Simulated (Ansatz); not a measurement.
Structures of NaYPb$_{4}$: which is lowest?

Plane-wave DFT in Ansatz with scalar-relativistic PAW potentials, cutoff 420 eV, Γ-centred meshes chosen by cell and gap, Gaussian smearing with energies taken to zero width. Every cell was relaxed (cell and atoms) in a run of its own, within the symmetry of its start. Functional: PBE.

Relaxed structures (starts from databases or built by putting these elements on another compound's sites):
A. F-43m, 6 atoms in the computed cell, a = 9.193 Å; sites (symmetry × multiplicity) Na -43m × 4, Y -43m × 4, Pb .3m × 16; start: built
B. P4/mmm, 6 atoms in the computed cell, a = 5.923 Å, c = 8.722 Å; sites (symmetry × multiplicity) Na 4/mmm × 1, Y 4/mmm × 1, Pb 4mm × 2 + mmm. × 2; start: built

Q: Rank them by energy. Could pressure change the order?

A:
| structure | group | E − E(lowest) (meV/atom) | V (Å³/atom) | gap on mesh (eV) |
| --- | --- | --- | --- | --- |
| A | F-43m | 0.0 | 32.37 | 0.00 |
| B | P4/mmm | 440 | 51.00 | 0.00 |

A is lowest, 440 meV/atom under B. The lowest is also the densest of these, so pressure wouldn't bring one of the others in at first order. Other structures may lie lower than all of these, and vibrations aren't counted.

Spin-orbit coupling is left out, which matters for the bands of heavy elements. For Tl, Pb and Bi spin-orbit coupling shifts energies too.